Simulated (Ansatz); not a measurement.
CuAu:
Space group P4/mmm (No. 123); a = 2.834 Å, b = 2.834 Å, c = 3.538 Å, α = 90.00°, β = 90.00°, γ = 90.00°

```csv
atom,site,symmetry,x,y,z
Cu,1d,4/mmm,0.5000,0.5000,0.5000
Au,1a,4/mmm,0.0000,0.0000,0.0000
```

Relaxed at zero pressure with PBEsol (plane waves, PAW; program Ansatz).

Question: The volume is lowered by 3 % and shape and atoms relax at that volume. What pressure results, and how do the axes share the change?

Answer: 5.7 GPa; a -0.8 %, b -0.8 %, c -1.4 %; the energy rises by 7 meV/atom.

Question: Give the new structure.

Answer: 
Space group P4/mmm (No. 123); a = b = 2.811 Å, c = 3.490 Å, α = β = γ = 90.00°

```
atom  site  symmetry       x       y       z
----  ----  --------  ------  ------  ------
Cu      1d     4/mmm  0.5000  0.5000  0.5000
Au      1a     4/mmm  0.0000  0.0000  0.0000
```

The phase is kept; no other phase was compared at this pressure.

Symmetry was held in the PBEsol relaxation; of distortions, only those at the zone centre were tested. The run is not spin-polarised. Axis ratios of metals converge slowly with the k-mesh, so a and c are less sure than the volume. Spin–orbit coupling is left out wherever it is not named.

Potentials: the later of the program's two PAW sets.
